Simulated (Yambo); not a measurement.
A BSE run in Yambo for Ca2RuH6 (space group Fm-3m, No. 225) (PBEsol bands; 8×8×8 mesh, 6 valence and 3 conduction bands, static screening with 54 bands and a 3 Ry block, scissor 1.35 eV, Tamm-Dancoff; field along x) gives:

```csv
state,energy (eV),states within 2 meV,relative strength,class
1,3.07,3,< 0.01,dark
2,3.35,3,< 0.01,dark
3,3.51,3,< 0.01,dark
4,3.54,3,< 0.01,dark
5,3.60,2,< 0.01,dark
```

What changes when the window shrinks to 3 valence and 2 conduction bands?

The lowest state goes from 3.067 eV to 3.075 eV, and its distance below the direct gap from 0.630 eV to 0.622 eV. These are vertical excitations (zero momentum). The scissor comes from a G0W0 run whose convergence isn't established.

Spin-orbit coupling is not included.

Geometry of the Materials Project entry, not relaxed at this level; primitive cell a = b = c = 5.0865 Å, α = β = γ = 60.00°.

The structure is a Materials Project entry; no match was found in the copy of COD used, and its stability was not checked.
